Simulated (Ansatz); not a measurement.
Cu:
```yaml
crystal:
  lattice:
    - [0.00000, 1.81397, 1.81397]
    - [1.81397, 0.00000, 1.81397]
    - [1.81397, 1.81397, 0.00000]
  atoms:
    - { symbol: Cu, position: [0.00000, 0.00000, 0.00000] }
```

Relaxed with PBE. Special points in fractions of this cell's reciprocal vectors: Γ (0.000, 0.000, 0.000); X (0.500, 0.000, 0.500); U (0.625, 0.250, 0.625); K (0.375, 0.375, 0.750); L (0.500, 0.500, 0.500); W (0.500, 0.250, 0.750).

Problem. List the band energies nearest the Fermi level at these points for DFT-PBE in the program Ansatz with PAW potentials.

Solution. In eV from the Fermi level; about four levels below and three above (degenerate sets whole), none deeper than 8.9 eV; … stands for higher levels left out; points with the same levels are listed once.

```json
[
 {"k": "Γ", "below": "-3.03 -3.03 -3.03 -2.21 -2.21", "above": "22.47 …"},
 {"k": "X", "below": "-4.42 -1.67 -1.50 -1.50", "above": "1.40 6.96 …"},
 {"k": "U", "below": "-4.07 -2.78 -2.08 -1.70", "above": "4.22 5.61 …"},
 {"k": "L", "below": "-3.07 -3.07 -1.65 -1.65 -1.08", "above": "3.63 …"},
 {"k": "W", "below": "-3.54 -3.54 -2.26 -1.50", "above": "6.08 6.08 …"}
]
```

Space group Fm-3m (fcc (Cu type)). The cell was relaxed with PBE under the symmetry of its start. No spin polarisation was allowed.

Potentials: the earlier of the program's two PAW sets.
